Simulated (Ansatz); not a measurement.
**Sr2CaCoO6 in Ansatz, settings compared**

The input file (Ansatz 0.2.0, plane waves):

```yaml
crystal:
  lattice:
    - [0.0, 3.992199, 3.992199]
    - [3.992199, 0.0, 3.992199]
    - [3.992199, 3.992199, 0.0]
  atoms:
    - { symbol: Ca, position: [0.0, 0.0, 0.0] }
    - { symbol: Sr, position: [0.25, 0.25, 0.25] }
    - { symbol: Sr, position: [0.75, 0.75, 0.75] }
    - { symbol: O, position: [0.75, 0.25, 0.25] }
    - { symbol: O, position: [0.25, 0.75, 0.25] }
    - { symbol: O, position: [0.25, 0.75, 0.75] }
    - { symbol: O, position: [0.75, 0.25, 0.75] }
    - { symbol: O, position: [0.25, 0.25, 0.75] }
    - { symbol: O, position: [0.75, 0.75, 0.25] }
    - { symbol: Co, position: [0.5, 0.5, 0.5] }
  symmetry: { tolerance: 0.0003 }
kpoints:
  mp_grid: { grid: [4, 4, 4], shift: [0, 0, 0] }
magnetization:
  spin_polarized: false
scf:
  occupations: { method: gaussian, width: 0.0503 }
hamiltonian:
  pseudopotentials: { kind: paw }
  xc: r2scan
basis:
  ecutwfc: 500
output:
  forces: true
  stress: true
  eigenvalues: true
  write_density: true
  write_potential: true
  elf: true
  volumetric_format: npy
```

Launch command:

```bash
ansatz run input.yaml --threads 1 --pin off --max-ram 2560MiB --backend cpu --events-out ev --progress --plain --runs-dir out
```

Origin of the cell: a known structure type with other elements, at an estimated volume, so it need not be a known compound.

Output of this run (shortened):

```
SCF iter   1: F=—  HF=-17476.863012 eV  Δρ=4.06e-2  dr2=2.04e0  dr2_τ=4.50e-1  defer=5
SCF iter   2: F=—  HF=-17479.021785 eV  Δρ=1.80e-1  dr2=3.31e1  dr2_τ=4.74e-1  defer=31  recentre
SCF iter   3: F=—  HF=-17477.156755 eV  Δρ=1.38e-2  dr2=1.41e-1  dr2_τ=5.42e-3  defer=31
SCF iter   4: F=—  HF=-17477.157988 eV  Δρ=4.15e-3  dr2=1.30e-2  dr2_τ=1.56e-3  defer=31
SCF iter   5: F=—  HF=-17477.165862 eV  Δρ=1.62e-2  dr2=3.15e-1  dr2_τ=3.75e-3  defer=31
SCF iter   6: F=—  HF=-17477.158048 eV  Δρ=5.84e-3  dr2=4.11e-2  dr2_τ=8.41e-4  defer=31
SCF iter   7: F=—  HF=-17477.157260 eV  Δρ=2.30e-3  dr2=6.53e-3  dr2_τ=1.08e-4  defer=31
SCF iter   8: F=—  HF=-17477.157112 eV  Δρ=3.09e-4  dr2=1.04e-4  dr2_τ=4.94e-6  defer=31
SCF iter   9: F=—  HF=-17477.157110 eV  Δρ=2.82e-4  dr2=8.84e-5  dr2_τ=1.29e-6  defer=31
SCF iter  10: F=—  HF=-17477.157252 eV  Δρ=1.16e-4  dr2=1.51e-5  dr2_τ=8.51e-7  defer=31
SCF iter  11: F=-17477.157251 eV  HF=-17477.157251 eV  Δρ=3.57e-6  dr2=3.36e-8  dr2_τ=2.40e-8
SCF 1 converged in 11 iterations: F = -17477.157251 eV  dr2 = 3.36e-8
SCF converged after 11 iterations
Free energy (F): -17477.157251 eV
Harris-Foulkes:  -17477.157251 eV  (|F-HF|=1.77e-8)
Internal energy: -17477.125592 eV  (E = F + TS)
E sigma→0 (E₀):  -17477.141422 eV
Entropy (-TS):   -0.031659 eV (-3.166 meV/atom)
Fermi energy:    7.816380 eV
--- Per-component energies (eV) ---
  E_band       = -682.438883
  E_kinetic    = 2276.020682
  E_local      = -7805.420194  (includes V_loc(G=0)·N_el)
  E_nonlocal   = 1198.371828
  E_hartree    = 2913.192527
  E_xc         = -1063.507508
  E_vxc        = -1415.737411  (∫ρ·V_xc dr)
  E_paw        = -8764.363311  (= ΣΔE_a)
  E_vpaw       = -848.252138  (= ΣTr[D̂ρ^β])
  E_aug_tail   = 0.006166  (compensation charges beyond the density's cutoff)
  E_vtau       = 86.183807  (kinetic-family band-sum trace: ∫τ·v_τ [+ j·A + Jᵃ·Aᵃ] dr)
  E_ewald      = -6230.426193
  E_core_change = -0.999590  (= ΣΔE_core)
  E_smearing   = -0.031659  (= −TS)
  Σ components = -17477.157251   (vs F -17477.157251, Δ=0.00e0)
--- Forces (eV/Å), atoms counted from 1 ---
  atom   1  Ca    -0.000000    -0.000000    -0.000000
[… 4 lines left out …]
  atom   6  O     -5.147798    -0.000000    -0.000000
  atom   7  O      0.000000    -5.147798    -0.000000
  atom   8  O      0.000000     0.000000     5.147798
  atom   9  O      0.000000     0.000000    -5.147798
  atom  10  Co     0.000000    -0.000000    -0.000000
  max |Σ_I F_I| component: 8.93e-16 eV/Å
--- Stress (GPa, compression-positive) ---
        1.882892       0.000000       0.000000
       -0.000000       1.882892      -0.000000
       -0.000000       0.000000       1.882892
  P = ⅓ Tr σ = 1.8829 GPa (18.829 kbar)
```

The same input was run again with these changes:

1. `basis.xc_grid` default → 3; `hamiltonian.hubbard` default → { sites: [{ species: Co, l: d, u_eff: 3.0 }], double_counting: amf }
2. `scf.occupations.method` gaussian → fermi_dirac; `scf.occupations.width` 0.0503 → 0.005; `accuracy` default → low; `scf.initial_density.chi_scale` default → 0.1
3. `hamiltonian.xc` r2scan → pbesol
4. `scf.lower_state_search` default → light

```json
{"run": "base", "end": "converged", "SCF iterations": "11", "P (GPa)": "1.88", "max force component (eV/Å)": "5.148", "moment (μB)": "–", "ΔE(σ→0) (meV/atom)": "0"}
{"run": "1", "end": "converged", "SCF iterations": "15", "P (GPa)": "3.84", "max force component (eV/Å)": "4.936", "moment (μB)": "–", "ΔE(σ→0) (meV/atom)": "–"}
{"run": "2", "end": "converged", "SCF iterations": "15", "P (GPa)": "1.80", "max force component (eV/Å)": "5.141", "moment (μB)": "–", "ΔE(σ→0) (meV/atom)": "0.35"}
{"run": "3", "end": "converged", "SCF iterations": "8", "P (GPa)": "-0.58", "max force component (eV/Å)": "4.802", "moment (μB)": "–", "ΔE(σ→0) (meV/atom)": "–"}
{"run": "4", "end": "converged", "SCF iterations": "11", "P (GPa)": "1.88", "max force component (eV/Å)": "5.148", "moment (μB)": "–", "ΔE(σ→0) (meV/atom)": "0.00"}
```

Energies are compared only where functional, datasets, charge and starting cell are the same.

Caveats of the base run: no spin polarisation, so a magnetic state may lie lower; the given cell is far from equilibrium, with atoms too close or a volume far off; the k mesh is coarse if the cell is a metal.

The base run ran for 8.4 s on 1 thread of Intel(R) Xeon(R) 6975P-C (Granite Rapids) (shared host), peak memory 0.82 GiB, from the program's own first density.
